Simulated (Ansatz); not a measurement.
AlRu:
```xyz
4
Lattice="1.4893 -4.5403 0.0000 1.4893 4.5403 0.0000 0.0000 0.0000 4.0815" Properties=species:S:1:pos:R:3 pbc="T T T"
Al     1.4893    -0.8392     1.0204
Ru     1.4893    -3.3077     1.0204
Al     1.4893     0.8392     3.0611
Ru     1.4893     3.3077     3.0611
```

Relaxed with r²SCAN. Special points in fractions of this cell's reciprocal vectors: Γ (0.000, 0.000, 0.000); Y (-0.500, 0.500, 0.000); C0 (-0.277, 0.723, 0.000); Σ0 (0.277, 0.277, 0.000); Z (0.000, 0.000, 0.500); A0 (0.277, 0.277, 0.500); E0 (-0.277, 0.723, 0.500); T (-0.500, 0.500, 0.500); S (0.000, 0.500, 0.000); R (0.000, 0.500, 0.500).

Task: List the band energies nearest the Fermi level at these points for r²SCAN in the plane-wave PAW code Ansatz.

Result: In eV from the Fermi level; about four levels below and three above (degenerate sets whole), none deeper than 8.9 eV; points with the same levels are listed once.

| k | below | above |
|---|---|---|
| Γ | -0.75 -0.71 -0.69 -0.61 | 0.42 3.38 6.18 |
| Y | -1.95 -1.35 -1.30 -0.22 | 0.03 3.60 3.71 |
| C0 | -2.27 -1.85 -1.42 -1.36 | 0.03 1.20 2.32 |
| Z | -1.72 -1.72 -1.60 -1.60 | 0.10 0.10 2.85 2.85 |
| A0 | -2.00 -2.00 -1.27 -1.27 | 0.58 0.58 2.28 2.28 |
| T | -1.08 -1.08 -0.68 -0.68 | 1.23 1.23 8.13 8.13 |
| S | -2.19 -1.76 -0.05 -0.03 | 1.36 2.25 4.77 |
| R | -2.12 -2.12 -1.21 -1.21 | 0.79 0.79 2.74 2.74 |

Space group Cmcm. The start of the workflow was typed in or built on a structure type; neither database checked (COD, Materials Project) lists it. COD files the formula under space group No. 221, so this cell is another polymorph or a model. Its standing as an ambient phase is unchecked. The cell was relaxed with r²SCAN under the symmetry of its start; whether a distortion lowers the energy is not shown. No spin polarisation was allowed. Spin–orbit coupling is left out wherever it is not named.

Potentials: the earlier of the program's two PAW sets.
